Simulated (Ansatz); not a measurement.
**NbP**

**What was measured.** “Conductance spectra of (Nb, Pb, In)/NbP -- superconductor/Weyl semimetal junctions”, 2019, arxiv:1908.07359 reports, for a bulk crystal of NbP: lattice constant a 3.33544 ± 0.00006 Å; lattice constant c 11.3782 ± 0.0003 Å.

Method: r²SCAN, scalar-relativistic; no spin polarisation; PAW, 500 eV, 14×14×14 k-mesh, Gaussian smearing of 0.05 eV; code Ansatz. The datasets are Ansatz's generated set soft_2.

```
CELL_PARAMETERS angstrom
-1.66949 1.66949 5.72848
1.66949 -1.66949 5.72848
1.66949 1.66949 -5.72848
ATOMIC_POSITIONS crystal
Nb 0.49984 0.49984 0.00000
Nb 0.24984 0.74984 0.50000
P 0.08279 0.08279 0.00000
P 0.83279 0.33279 0.50000
```

The chain of runs began from a structure of the Materials Project database, expanded in volume; all values here are this work's own. Such entries can be computed or ordered models and not known phases.

The cell above was scaled in volume, and shape and atoms were relaxed at each volume within its symmetry. Energies are counted from the cell above.

The cell is relaxed to zero pressure at this level.

| V (Å³/atom) | ΔE (meV/atom) | P from the stress (GPa) |
| --- | --- | --- |
| 15.328 | 16.53 | 8.59 |
| 15.647 | 3.98 | 4.07 |
| 15.966 | 0.00 | 0.00 |
| 16.286 | 3.75 | -3.69 |
| 16.605 | 14.47 | -7.00 |
| 17.084 | 42.09 | -11.36 |

Do the energies and the pressures agree? Compare −ΔE/ΔV between neighbouring points (1 meV/Å³ = 0.1602 GPa) with the mean of their pressures.

| interval (Å³/atom) | −ΔE/ΔV (GPa) | mean P (GPa) |
| --- | --- | --- |
| 15.33 to 15.65 | 6.3 | 6.3 |
| 15.65 to 15.97 | 2.0 | 2.0 |
| 15.97 to 16.29 | -1.9 | -1.8 |
| 16.29 to 16.60 | -5.4 | -5.3 |
| 16.60 to 17.08 | -9.2 | -9.2 |
They differ by 0.06 GPa at most.

What do the two routes give for V0, B0 and B0′?

A third-order Birch–Murnaghan fit of the energies: V0 = 15.97 Å³/atom, B0 = 194 GPa, B0′ = 4.2. A polynomial of P in ln V, with B = −dP/d ln V at P = 0: V0 = 15.97 Å³/atom, B0 = 194 GPa, B0′ = 4.1.

B0·V0 = 193.7 GPa × 15.97 Å³ = 19.30 eV/atom sets the scale: near the minimum ΔE ≈ ½ B0 V0 x², with x = V/V0 − 1, and a pressure of 1.9 GPa squeezes the volume by about 1 %. At the ends of the curve: x = −4.0 % predicts 15.4 meV/atom and the run gives 16.5; x = +7.0 % predicts 47.4 meV/atom and the run gives 42.1. Compression costs more and expansion less than the parabola says, since the crystal stiffens as it shrinks; B0′ measures that.

**Against experiment.** A measured lattice constant a of NbP is 3.33544 Å (“Conductance spectra of (Nb, Pb, In)/NbP -- superconductor/Weyl semimetal junctions”, 2019, arxiv:1908.07359); the calculated 3.339 Å misses it by +0.1 %. 2 values of this kind are on record (3.335 to 3.33544 Å); this one was drawn at random among those near their median, those with a stated uncertainty first. A measured lattice constant c of NbP is 11.3782 Å (“Conductance spectra of (Nb, Pb, In)/NbP -- superconductor/Weyl semimetal junctions”, 2019, arxiv:1908.07359); the calculated 11.457 Å misses it by +0.7 %. 2 values of this kind are on record (11.3782 to 11.379 Å); this one was drawn at random among those near their median, those with a stated uncertainty first. The calculation is for a static lattice, without zero-point motion or thermal expansion.
